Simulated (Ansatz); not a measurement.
# Pressure against volume: GdO

```cif
data_structure
_symmetry_space_group_name_H-M 'P 1'
_symmetry_Int_Tables_number 1
_cell_length_a 3.8129
_cell_length_b 3.8129
_cell_length_c 3.8129
_cell_angle_alpha 60.000
_cell_angle_beta 60.000
_cell_angle_gamma 60.000
_cell_volume 39.20
loop_
_atom_site_label
_atom_site_type_symbol
_atom_site_fract_x
_atom_site_fract_y
_atom_site_fract_z
_atom_site_occupancy
Gd1 Gd 0.00000 0.00000 0.00000 1
O1 O 0.75000 0.75000 0.75000 1
```

The runs use the primitive cell with vectors (0.000, 2.696, 2.696), (2.696, 0.000, 2.696), (2.696, 2.696, 0.000) Å, to which the k mesh refers.

The conventional cell has a = 5.392 Å, b = 5.392 Å, c = 5.392 Å, α = 90.00°, β = 90.00°, γ = 90.00°. Gd (atom 1) is surrounded by 4 O at 2.33 Å. Around O (atom 2) lie 4 Gd at 2.33 Å.

The cell is the one relaxed in the Materials Project (mp-7870), not relaxed further here; entries there can be hypothetical.

Where the f shell is localised, expect the real compound to differ from this run without U.

Other magnetic orders may lie lower; this is the state that the run reached.

No spin–orbit coupling, which matters for the heavy atoms here.

Levels of theory: DFT, PBEsol, all-electron LAPW, scalar-relativistic (Ansatz 0.2.0); DFT, PBEsol, PAW with Ansatz's default frozen-core files, scalar-relativistic (Ansatz 0.2.0).

For LAPW: a Γ-centred 13×13×13 k mesh, Fermi–Dirac smearing of 0.08 eV, basis error target 1 meV/atom, spin-polarised from start moments Gd1 7 μB. PAW takes a cutoff of 420 eV at this cell (files made with PBE, cores remade for this functional). The Ansatz runs share mesh, smearing and spin set-up. Plane-wave (PAW) pressures include the program's estimate of the Pulay term.

The cell above is scaled evenly, with fractional coordinates and shape held.

```
V/V(cell)  V (Å³/atom)  P, LAPW (GPa)  P, PAW (GPa)  moment, LAPW (μB)  free energy over the lowest listed, PAW (meV/atom)
   0.9405       18.432              ?             ?                  ?                                                   ?
   0.9700       19.011          -1.26         -1.27               7.46                                                 0.0
   1.0000       19.599          -4.03         -4.04               7.46                                                 9.8
   1.0300       20.187          -6.38         -6.40               7.46                                                29.1
   1.0600       20.774          -8.37         -8.39               7.45                                                56.3
```

Fill in the row V/V(cell) = 0.9405.

P, LAPW (GPa) = 1.93, P, PAW (GPa) = 1.92, moment, LAPW (μB) = 7.45, free energy over the lowest listed, PAW (meV/atom) = 1.0.

What do Birch–Murnaghan fits to the pressures give?

LAPW: V0 = 18.77 Å³/atom, B0 = 102 GPa, B0′ = 4.2; PAW: V0 = 18.77 Å³/atom, B0 = 102 GPa, B0′ = 4.2.

PAW's V0 lies -0.01 % from the all-electron value and its B0 0.1 %. Symmetry fixes shape and coordinates here, so this is the relaxed modulus.
